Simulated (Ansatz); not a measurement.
## Bi₃BTeO₉ — O-17 NMR of the central transition

Cell: a refined structure from the COD, ions relaxed with PBE at fixed cell.

Space group P6_3 (No. 173); a = 8.7510, c = 5.8981 Å, γ = 120.00°.

```csv
site,Wyckoff,site symmetry,x,y,z
B,2a,3..,0.0000,0.0000,0.4249
Bi,6c,1,0.2935,0.3491,0.1119
Te,2b,3..,0.6667,0.3333,0.0813
O11,6c,1,0.4586,0.2466,0.2717
O17,6c,1,0.5381,0.4147,0.8884
O23,6c,1,0.1047,0.1812,0.4319
```

One atom of each set is listed.

All values are calculated (Ansatz; DFT, r2SCAN, plane waves and PAW, scalar-relativistic, 500 eV cutoff, Γ-centred 3×3×4 k-points, Fermi–Dirac smearing 0.02 eV), not measured.

O-17 has I = 5/2 and Q = -25.58 mb (Pyykkö 2018); at 14.1 T its Larmor frequency is ν₀ = 81.4 MHz. Only the quadrupole interaction is simulated: positions count from each site's isotropic chemical shift, and J coupling is left out, as are shift anisotropy and dipolar coupling, which fast spinning averages.

Simulated pattern of one O site (fast magic-angle spinning, Gaussian broadening 0.4 kHz):

(offset (kHz), height): (-9.029, 0), (-8.617, 4), (-8.206, 9), (-7.795, 17), (-7.384, 22), (-6.973, 23), (-6.561, 25), (-6.150, 27), (-5.739, 30), (-5.328, 34), (-4.916, 52), (-4.505, 100), (-4.094, 94), (-3.683, 95), (-3.271, 77), (-2.860, 60), (-2.449, 51), (-2.038, 45), (-1.626, 41), (-1.215, 38), (-0.804, 35), (-0.393, 31), (0.019, 12), (0.430, 0)

(1) Which |C_Q| and η does the pattern imply?

Answers

(1) The pattern spans 8.57 kHz before broadening and its centre of gravity is at -3.78 kHz, which fixes P_Q; the places of the horns and steps fix η. That gives P_Q = 7.16 MHz, |C_Q| = 6.50 MHz and η = 0.80, the values that the calculation gives site O11 (1 Te at 1.94 Å, 2 Bi at 2.25–2.48 Å). The other sites have |C_Q| = 5.90, 3.45 MHz. The sign of C_Q can't be read from the pattern.

The largest force is 0.5 eV/Å, so the atoms aren't at the calculated equilibrium and relaxing them would move these values. Without spin–orbit coupling the gradients at and beside Bi and Te can be off by some per cent, at some sites by more.
